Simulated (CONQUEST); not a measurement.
Set-up for a self-consistent single point of Sb (Pm-3m, 1 atom in the cell; from Materials Project mp-133, changed as shown).

```
Sb
1.0
    3.17274     0.00000     0.00000
    0.00000     3.17274     0.00000
    0.00000     0.00000     3.17274
Sb
1
Direct
  0.00000   0.00000   0.00000
```

Method: PBEsol, numerical atomic orbitals double-zeta with polarisation (the shipped basis), PseudoDojo norm-conserving potentials made for PBEsol (CONQUEST).

CONQUEST settings:

- basis: DZP
- Diag.MPMeshX, Y, Z: 10 10 10
- potentials: PseudoDojo norm-conserving PBEsol
- Grid.GridCutoff: 140 Ha
- DM.SolutionMethod: diagon
- Diag.kT: 0.003675 Ha
- Diag.GammaCentred: true
- minE.SCTolerance: 1.0e-06
- SC.MaxIters: 100
- SC.LinearMixingFactor: 0.5
- SC.KerkerPreCondition: true
- SC.KerkerFactor: 0.5 1/bohr
- AtomMove.TypeOfRun: static

Results:

- Number of valence electrons: 15
- Number of bands: 18
- Number of k-points after the program's reduction: 636
- Size of the basis: 18
- Number of SCF iterations: 18
- FFT grid: 32 × 32 × 32
- Free energy E − TS: -2470.0042 eV
- Fermi level (on the code's own zero): -4.46 eV
- Pressure: -5.07 GPa

Stress (GPa, positive for compression):
```
-5.07   0.00   0.00
 0.00  -5.07   0.00
 0.00   0.00  -5.07
```

For comparison: a first run was changed to give this one (volume scaled by 1.06), and from it to this one the free energy goes up by 46.0 meV/atom and the pressure goes from -2.25 to -5.07 GPa.

The program uses no crystal symmetry, so grid and mesh can part values that symmetry would make equal. The atom-centred basis is finite, which shifts total energies and pressures against plane waves. The structure comes from a collection of computed structures, made at another level of theory; the collection holds predicted forms beside known ones. Its lattice was then scaled.

Cost on one core: around 70 core-seconds (rough).
